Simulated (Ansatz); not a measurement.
The relaxed structure here is a generated cell of Ag: the first start was made by a random draw of sites in a space group, and the end was not matched to a known phase here, so it may be hypothetical. Known forms of Ag include space group No. 225.

A relaxed structure of Ag. These are PBE (plane waves to 420 eV, PAW, scalar-relativistic; Ansatz, a quantum-chemistry and plane-wave program) values and carry that method's errors.

```
CELL_PARAMETERS angstrom
     -1.70597     1.70597     1.54742
      1.70597    -1.70597     1.54742
      1.70597     1.70597    -1.54742
ATOMIC_POSITIONS crystal
  Ag 0.00000 0.00000 0.00000
```

Task: Determine the symmetry and give the standard cell with its independent sites.

Result: Space group I4/mmm (No. 139); a = b = 3.412 Å, c = 3.095 Å, α = β = γ = 90.00°

```json
[
 {"atom": "Ag", "site": "2a", "symmetry": "4/mmm", "x": "0.0000", "y": "0.0000", "z": "0.0000"}
]
```

Task: Give the shortest distances between elements (the closest pairs, up to four, under 3.6 Å).

Result: Ag–Ag 2.87 Å.

```json
{
 "volume_per_atom": "18.01 Å³",
 "density": "9.94 g/cm³",
 "band_gap": "no gap (metallic)"
}
```

No spin polarisation in the result.

The run could not lose the symmetry of its start, so the end can be a saddle point.
